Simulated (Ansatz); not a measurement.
**Ni: converged, but where?**

Ni is taken as an experimental structure (space group Fm-3m, primitive cell doubled), 2 atoms in the cell. The computed pressure is over 10 GPa in size, so the cell is far from the computed equilibrium volume. Source: COD entry 2100637; it may be a high-temperature, high-pressure or metastable form.

The calculation used DFT, r2SCAN, PAW, plane waves, scalar-relativistic (Ansatz).

```yaml
crystal:
  lattice:
    - [-1.77255, -3.5451, -1.77255]
    - [-1.77255, 0.0, -1.77255]
    - [1.77255, 0.0, -1.77255]
  atoms:
    - { symbol: Ni, position: [0.0, 0.0, 0.0], spin: 2.0 }
    - { symbol: Ni, position: [0.5, 0.0, 0.5], spin: -2.0 }
magnetization:
  spin_polarized: true
hamiltonian:
  xc: r2scan
  pseudopotentials: { kind: paw }
basis:
  ecutwfc: 500
kpoints:
  mp_grid: { grid: [8, 14, 11] }
scf:
  occupations: { method: fermi_dirac, width: 0.05 }
  lower_state_search: "off"
output:
  forces: true
  stress: true
```

It took 9.6 min on 2 threads of Intel(R) Xeon(R) Platinum 8559C, with other jobs on the host, peak memory 1.1 GiB.

The end of the output:

```
SCF converged after 39 iterations
Stability not told: the lowest value that the SCF's own minimisation read on its close, 1.0e-1 (residual 1.7e-3), is positive but too near zero to vouch for directions that it does not look along: no lower mode is shown, and none is ruled out
Magnetization: 0.0000 μB (18.0000 up, 18.0000 down)
Absolute magnetization: 0.6905 μB (∫|ρ↑−ρ↓|, with the PAW one-centre terms)
Spin contamination: 0.3447 ħ² per cell (⟨S²⟩ above its minimum at these occupations)
Per-site moments (μB) at R_I (Å): [(0.3109, 1.0340), (-0.3109, 1.0340)]
Free energy (F): -11690.314516 eV
Harris-Foulkes:  -11690.314516 eV  (|F-HF|=1.93e-10)
Internal energy: -11690.280620 eV  (E = F + TS)
E sigma→0 (E₀):  -11690.297568 eV
Entropy (-TS):   -0.033896 eV (-16.948 meV/atom)
Fermi energy:    17.278622 eV
--- Forces (eV/Å), atoms counted from 1 ---
  atom   1  Ni     0.00000000     0.00000000    -0.00000000
  atom   2  Ni     0.00000000     0.00000000    -0.00000000
--- Stress (GPa, compression-positive) ---
      -12.168566       0.002989      -1.079251
        0.002974     -12.173257       0.002974
       -1.079251       0.002989     -12.168566
  P = ⅓ Tr σ = -12.1701 GPa (-121.701 kbar)
```

The mesh has less symmetry than the lattice, which lowers the symmetry of the run.

r2SCAN tends to overstate moments and magnetic energies in itinerant metals.

Site moments are taken inside atomic spheres and don't add up to the total.

Task: The run converged. Is this the lowest state of the cell, and if not, what lies lower and how is it reached?

Result: No. A state 115 meV/atom (0.230 eV per cell) lower exists in this cell: ferromagnetic, site moments Ni1 0.85, Ni2 0.85 μB, total 1.56 μB per cell, no gap on the k-mesh. It was reached from: parallel moments, default search for lower states [Ni1 2.00, Ni2 2.00 μB]; a moment on one site alone, plain SCF [Ni1 2.00 μB]. The wrong state matters: the pressure is -10.7 GPa there against -12.2 GPa here. This multiple of the primitive cell fits some opposed orders; other multiples fit others. Only collinear orders within this cell were tried; the true ground state may need a larger cell.
